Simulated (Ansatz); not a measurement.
One crystal and one scan (energy against volume) at two levels, PBE (plane waves to 420 eV, PAW, scalar-relativistic; Ansatz, an electronic-structure program) and PBEsol (plane waves to 420 eV, PAW, scalar-relativistic; Ansatz), each from its own relaxed cell and on its own mesh. The cell shown is that of PBE.

SrTl₂ (space group P6_3/mmc)

```
CELL_PARAMETERS angstrom
      5.22272     0.00000     0.00000
     -2.61136     4.52301     0.00000
      0.00000     0.00000     8.37800
ATOMIC_POSITIONS crystal
  Sr 0.00000 0.00000 0.25000
  Sr 0.00000 0.00000 0.75000
  Tl 0.33333 0.66667 0.45193
  Tl 0.66667 0.33333 0.54807
  Tl 0.66667 0.33333 0.95193
  Tl 0.33333 0.66667 0.04807
```

E(V) scan at fixed shape, V₀ the volume above. The atoms relax within the cell's symmetry.

Energies are smeared free energies. Spin-orbit coupling is left out, though Tl is heavy. SrTl2 was relaxed with its symmetry unable to fall. With the shape held, the modulus is that of even scaling; a crystal free to change shape is softer. Percentages come from the unrounded values. Both scans cover V/V₀ from 0.840 to 1.160.

```tsv
quantity	PBE	PBEsol	PBE − PBEsol
Lattice constant a (Å)	5.223	5.098	+0.125 (+2.4 %)
Lattice constant c (Å)	8.378	8.128	+0.250 (+3.1 %)
Relaxed volume (Å³/atom)	32.98	30.49	+2.49 (+8.2 %)
Pressure at the smallest volume (GPa)	7.5	9.5	-2.0 (-21 %)
Energy cost of the largest compression (meV/atom)	104	120	-16 (-14 %)
Energy cost of the largest expansion (meV/atom)	54	63	-9 (-14 %)
Bulk modulus at fixed cell shape B₀ (third-order Birch-Murnaghan fit) (GPa)	27.6	34.7	-7.1 (-20 %)
Pressure derivative B₀′ (fit)	5.1	5.1	0.0
Pressure for 5 % compression (fit) (GPa)	1.6	2.0	-0.4
```

PBE gives the higher value for: lattice constant a; lattice constant c; relaxed volume. PBE gives the lower value for: pressure at the smallest volume; energy cost of the largest compression; energy cost of the largest expansion; bulk modulus at fixed cell shape B₀; pressure for 5 % compression. They agree on: pressure derivative B₀′ (within 1.5 %).

ΔE (meV/atom), each from the relaxed starting cell of its own level:

```csv
V/V₀,PBE,PBEsol
0.840,104,120
0.880,53,62
0.920,22,25
0.960,5,6
1.000,0,0
1.040,4,5
1.080,16,18
1.120,33,38
1.160,54,63
```

(A scan under strain: stresses follow from slopes of the energy per volume, elastic moduli from its curvatures.)
